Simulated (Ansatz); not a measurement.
**Computed properties of ZnPt**

```xyz
2
Lattice="2.8640 0.0000 0.0000 0.0000 2.8640 0.0000 0.0000 0.0000 3.5100" Properties=species:S:1:pos:R:3 pbc="T T T"
Zn    1.4320    1.4320    1.7550
Pt    0.0000    0.0000    0.0000
```

Atom numbers follow the list: Zn1, Pt2.

The cell comes from COD entry 1522602, which wasn't checked; take it as a given geometry.

No spin–orbit coupling, which matters for the heavy atoms here.

All numbers are computed: DFT, PBEsol, all-electron LAPW, scalar-relativistic (Ansatz 0.2.0); DFT, PBEsol, PAW with Ansatz's default frozen-core files, scalar-relativistic (Ansatz 0.2.0).

For LAPW: a Γ-centred 11×11×9 k mesh, Fermi–Dirac smearing of 0.05 eV, basis error target 0.25 meV/atom, no spin polarisation. PAW takes a cutoff of 420 eV at this cell (files made with PBE, cores remade for this functional). The Ansatz runs share mesh, smearing and spin set-up. Values come from LAPW unless marked.

```
Pressure at this cell                                                                                                  : -5.85 GPa
Band gap                                                                                                               : none: bands cross the Fermi level, a metal
Density of states at the Fermi level (0.2 eV bin)                                                                      : 0.48 states/eV per cell
Löwdin charges (with 0.50 e of the cell spilling out of the atomic basis, so their sizes and signs hang on that basis) : Zn1 0.92, Pt2 -0.43 e
Bader charges (from the PAW run)                                                                                       : Zn1 +0.61, Pt2 -0.61 e
Volume per atom                                                                                                        : 14.40 Å³
```
